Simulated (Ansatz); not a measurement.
The relaxed structure here is a generated cell of Pt: the first start was made by placing the elements on the sites of a structure type, and the end was not matched to a known phase here, so it may be hypothetical. Known forms of Pt include space group No. 225.

One starting cell of Pt (a generated cell, Pt placed in the simple-cubic structure type) was relaxed twice with Ansatz (plane waves, PAW, scalar-relativistic): with r2SCAN at 500 eV and with PBE at 420 eV. The r2SCAN result:

Pt is modelled in the cubic space group Pm-3m (No. 221), the simple cubic structure, Pearson symbol cP1. Lattice parameters: a = b = c = 2.604 Å, α = β = γ = 90.00°. Pt on 1a is surrounded by 6 Pt at 2.604 Å (octahedral). (Neighbours: up to the widest gap in distance over summed covalent radii, below 1.35, at either atom.)

```
quantity                          r2SCAN    PBE
--------------------------------  ------  -----
space group                        Pm-3m  Pm-3m
volume (Å³/atom)                   17.65      ?
a (Å)                              2.604      ?
gap (eV, no spin-orbit coupling)    0.00      ?
```

### Question
What does PBE give for the same quantities?

### Answer

- volume (Å³/atom), PBE: 18.07
- a (Å), PBE: 2.624
- gap (eV, no spin-orbit coupling), PBE: 0.00

Both levels end in the same structure; PBE's volume is 2.4 % larger. Neither column is exact.

No spin polarisation in the result.

The run could not lower the symmetry of its start; a shaken copy of this end point relaxes with r2SCAN to P6/mmm (No. 191), 0.33 eV/atom lower.

Ansatz is a program for electronic structure.
